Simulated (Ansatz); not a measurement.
SiO₂:
```xyz
6
Lattice="4.1550 0.0000 0.0000 0.0000 4.1550 0.0000 0.0000 0.0000 2.6614" Properties=species:S:1:pos:R:3 pbc="T T T"
Si     2.0775     2.0775     1.3307
Si     0.0000     0.0000     0.0000
O      2.8853     2.8853     0.0000
O      1.2696     1.2696     0.0000
O      3.3471     0.8078     1.3307
O      0.8078     3.3471     1.3307
```

Tensor components refer to the Cartesian frame of this cell.

Q: Give the high-frequency dielectric tensor and the Born effective charge tensors of the independent atoms from DFPT, plane-wave PAW LDA (Ansatz code).

A: 
ε∞:
```
3.37  0.00  0.00
0.00  3.37  0.00
0.00  0.00  3.55
```
Z* of atom 1 (Si), rows: field, columns: displacement, in e:
```
 3.81  -0.36   0.00
-0.36   3.81   0.00
 0.00   0.00   4.07
```
Z* of atom 3 (O), rows: field, columns: displacement, in e:
```
-1.90  -0.58   0.00
-0.58  -1.90   0.00
 0.00   0.00  -2.04
```

Space group P4_2/mnm (rutile). This is a known high-pressure phase of the composition, computed here at zero pressure and temperature. The LDA relaxation kept the symmetry of its start; its stability against distortions is not shown here.

Potentials: the earlier of the program's two PAW sets. The files were generated under PBE; for other functionals the program regenerates the frozen cores, and for LDA and PBEsol the local potential too.
